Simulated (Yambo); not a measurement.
A G0W0@PBEsol run in Yambo for Ca3SbP (anti-perovskite, space group Pm-3m, No. 221) (2×2×2 Γ-centred k mesh, bands 7 to 328 and a 6 Ry block in the screening, 328 bands in G with the Bruneval-Gonze terminator, plasmon pole fitted at 27.2 eV) gives these matrix elements, in eV, at the band edges (Γ → Γ):

```
state               E0    <Vxc>     <Σx>  <Σc(E0)>      Z
---------------  -----  -------  -------  --------  -----
valence edge     0.000  -10.718  -12.665     1.218  0.777
conduction edge  0.448   -9.405   -5.275    -3.969  0.789
```

### Question
Solve the linearised quasiparticle equation for both states, give the gap, and say how exchange and correlation each act on it.

### Answer
E = E0 + Z(Σx + Σc − Vxc). Valence: 0.000 + 0.777 × (-12.665 + (1.218) − (-10.718)) = -0.57 eV. Conduction: 0.448 + 0.789 × (-5.275 + (-3.969) − (-9.405)) = 0.57 eV. The gap is 1.14 eV, against 0.45 eV in PBEsol. Replacing Vxc by bare exchange alone would open it by 6.08 eV; correlation takes back 5.19 eV of that, and Z scales what is left. Nearest settings tried, and what they do to the gap: 216 bands in G: -8 meV; 216 bands in W, 216 bands in G: +12 meV; 3 Ry block (93 vectors against 257): -123 meV. Not varied: mesh. So the settings aren't converged at that level. The k mesh is coarse. The cell is held in this high symmetry; tilts and polar distortions were not searched.

The standard potential for Sb keeps a d shell in the valence without the s and p states of that shell. In tests on such compounds this moved G0W0 gaps by up to about 0.9 eV, so absolute quasiparticle energies here are unreliable; differences between settings are what counts.

Spin-orbit coupling is included.

Geometry of the Materials Project entry, not relaxed at this level; primitive cell a = 5.3824 Å, b = 5.3824 Å, c = 5.3824 Å, α = 90.00°, β = 90.00°, γ = 90.00°.

The structure is a Materials Project entry; no match was found in the copy of COD used, and its stability was not checked.
